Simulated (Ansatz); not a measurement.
Here is the system:

FeSi:
```
FeSi
1.0
    4.40333     0.00000     0.00000
    0.00000     4.40333     0.00000
    0.00000     0.00000     4.40333
Fe Si
4 4
Direct
  0.13688   0.13688   0.13688
  0.36312   0.86312   0.63688
  0.63688   0.36312   0.86312
  0.86312   0.63688   0.36312
  0.84101   0.84101   0.84101
  0.65899   0.15899   0.34101
  0.34101   0.65899   0.15899
  0.15899   0.34101   0.65899
```

This is the PBEsol-relaxed structure.

Question: All from the program Ansatz at the PBEsol level (PAW), unless another level is named. Give the highest zone-centre frequency (without LO–TO term).

Answer: 479 cm⁻¹.

Question: Predict the Poisson's ratio.

Answer: 0.24.

Question: Next, the elastic constants (relaxed ions, GPa)?

Answer: C11 = 421, C12 = 148, C44 = 166.

Space group P2_13. Symmetry was held in the PBEsol relaxation. The workflow began spin-polarised and lost its moments.

Potentials: the later of the program's two PAW sets.
